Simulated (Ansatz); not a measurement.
Method: Ansatz 0.2.0, DFT PBE, scalar-relativistic, plane waves, PAW. Settings of the last relaxation (10-atom cell): 420 eV, 10×10×10 k points, Gaussian smearing of 0.02 eV, no spin polarisation.

Energies over the elements count from the elements' standard structures at the same level, with no fitted energy shifts.

**Question.** Give a relaxed trial structure of a tetragonal semiconductor with formula Be₃Zn₂Se₅, with a gap near 2.4 eV, a formation energy near −0.73 eV/atom and about 20 Å³ per atom, in a cell of 10 atoms. Its symmetry should be I-4m2 (No. 119).

**Answer.** Be₃Zn₂Se₅, space group I-4m2 (No. 119). Be on a site of symmetry -4m2 is surrounded by 4 Se at 2.28 Å; Be on a site of symmetry 2mm has 4 Se at 2.27–2.28 Å; around Zn lie 4 Se at 2.44–2.45 Å; around Se on a site of symmetry 2mm lie 2 Be at 2.27 Å and 2 Zn at 2.45 Å; 2 more sites not described.

```yaml
crystal:
  lattice:
    - [-1.89968, 1.89968, 13.65553]
    - [1.89968, -1.89968, 13.65553]
    - [1.89968, 1.89968, -13.65553]
  atoms:
    - { symbol: Be, position: [0.00000, 0.00000, 0.00000] }
    - { symbol: Be, position: [0.59212, 0.59212, 0.00000] }
    - { symbol: Be, position: [0.40788, 0.40788, 0.00000] }
    - { symbol: Zn, position: [0.19397, 0.19397, 0.00000] }
    - { symbol: Zn, position: [0.80603, 0.80603, 0.00000] }
    - { symbol: Se, position: [0.63742, 0.13742, 0.50000] }
    - { symbol: Se, position: [0.25000, 0.75000, 0.50000] }
    - { symbol: Se, position: [0.86258, 0.36258, 0.50000] }
    - { symbol: Se, position: [0.45400, 0.95400, 0.50000] }
    - { symbol: Se, position: [0.04600, 0.54600, 0.50000] }
```

- Volume per atom: 19.71 Å³
- Density: 4.66 g/cm³
- Energy over the elements: −0.733 eV/atom
- Gap on the 10×10×10 mesh of the 10-atom cell: 2.36 eV

It was reached by relaxing an invented guess, and it needn't be the stable form of this composition. The answer needn't be unique; the calculation gave this one.

Kohn–Sham gaps at this level usually fall short of measured ones. The reference form of Se is held partly by dispersion forces, which this level lacks. A later test with randomly moved atoms came back to the same energy, though modes that don't fit the test's cell weren't probed.
